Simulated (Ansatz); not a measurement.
ZrGe (NiAs type, P6_3/mmc) at seven volumes, DFT-PBE in the program Ansatz with PAW potentials, shape and atoms relaxed at each. One row is withheld.

| V (Å³/atom) | P (GPa) |
|---|---|
| 19.618 | ? |
| 20.265 | 7.01 |
| 20.912 | 3.25 |
| 21.559 | 0.00 |
| 22.206 | -2.81 |
| 22.852 | -5.23 |
| 23.499 | -7.28 |

### Question
Fit the shown pressures and predict the withheld one.

### Answer
P = (3/2)B₀(x^(7/2) − x^(5/2))[1 + (3/4)(B′ − 4)(x − 1)] with x = (V₀/V)^(2/3). Least squares on the six rows gives V₀ = 21.557 Å³/atom, B₀ = 100 GPa, B′ = 3.98. At V = 19.618, x = 1.0649 and P = 11.37 GPa. The run itself gave 11.36 GPa.

A made-up cell: these elements were put on the sites of a structure type; neither database checked (COD, Materials Project) lists it. Its standing as an ambient phase is unchecked. The cell was relaxed with PBE under the symmetry of its start; its stability against distortions is not shown here. No spin polarisation was allowed.

Potentials: the later of the program's two PAW sets.
